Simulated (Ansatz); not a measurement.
TaSnO in space group P4/nmm (No. 129; Ta on 2c, Sn on 2a, O on 2c), the program Ansatz at the PBEsol level (PAW), all energies at zero smearing, with the estimated change up to a 700 eV cutoff added, with one set of potentials and settings (totals compare only within such a set). Cell of 6 atoms (2 Ta, 2 Sn, 2 O): -32632.468 eV.

```json
[
 {"element": "Ta", "reference phase": "Im-3m, 1 atoms in the cell", "E (eV/atom)": "-9807.4091"},
 {"element": "Sn", "reference phase": "I4_1/amd, 2 atoms in the cell", "E (eV/atom)": "-5949.8528"},
 {"element": "O", "reference phase": "C2/m, 4 atoms in the cell, spin-polarised", "E (eV/atom)": "-558.3609"}
]
```

Formation energy per atom, worked out: (-32632.468 − 2×(-9807.4091) − 2×(-5949.8528) − 2×(-558.3609))/6 = -0.204 eV/atom (-20 kJ per mol of atoms), at 0 K, without zero-point energy or fitted corrections.

The start of the workflow was typed in or built on a structure type; neither database checked (COD, Materials Project) lists it. Whether it is the stable phase at ambient conditions was not checked. The PBEsol relaxation kept the symmetry of its start; its stability against distortions is not shown here. The run is not spin-polarised. The references are the lowest solids computed at this level, not always the standard phases (solids in place of the gases). Spin–orbit coupling is left out wherever it is not named.

Potentials: the earlier of the program's two PAW sets. The files were generated under PBE; for other functionals the program regenerates the frozen cores, and for LDA and PBEsol the local potential too.
